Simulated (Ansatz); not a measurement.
BaGa2H2: energy along a strain

BaGa2H2, P-3m1, a = 4.529 Å, c = 4.899 Å (as given, not relaxed at this level: -0.1 GPa, forces to 0.15 eV/Å). The structure is a COD entry; whether it is the stable form wasn't checked. Ansatz: r2SCAN, PAW, 500 eV, Γ-centred 12×12×10 mesh on 5 atoms, Gaussian smearing 0.15 eV; no spin polarisation. Cell vectors (Å): 4.529 0.000 0.000; -2.264 3.922 0.000; 0.000 0.000 4.899. The cell is strained by x per cent times the pattern (0 0 1 0 0 0) in the order xx yy zz yz xz xy (engineering shears), with fractional coordinates held. y is the free energy over the start, V0 = 17.402 Å³/atom.

```tsv
x (%)	y (meV/atom)
-6.00	27.96
-3.00	6.22
0.00	0.00
1.50	?
4.50	12.93
6.00	21.84
```

**Question.** Fit y = c1 x + c2 x² + c3 x³ to the other rows, get the stiffness along the pattern, and predict the missing energy.

**Answer.** Least squares on the rows shown. y = 0.14737 x + 0.69103 x² − 0.018303 x³. The clamped-ion stiffness p·C·p = 2 × 6.910 eV × 160.2 / 17.402 Å³ = 127 GPa, which is C33 in these axes (second derivative at the start, which stands under stress). At x = 1.50 the fit asked for gives 1.71 meV/atom. The run gave 1.69 meV/atom, so the fit is 0.02 meV/atom too high, within the rms miss on the fitted rows (0.04 meV/atom).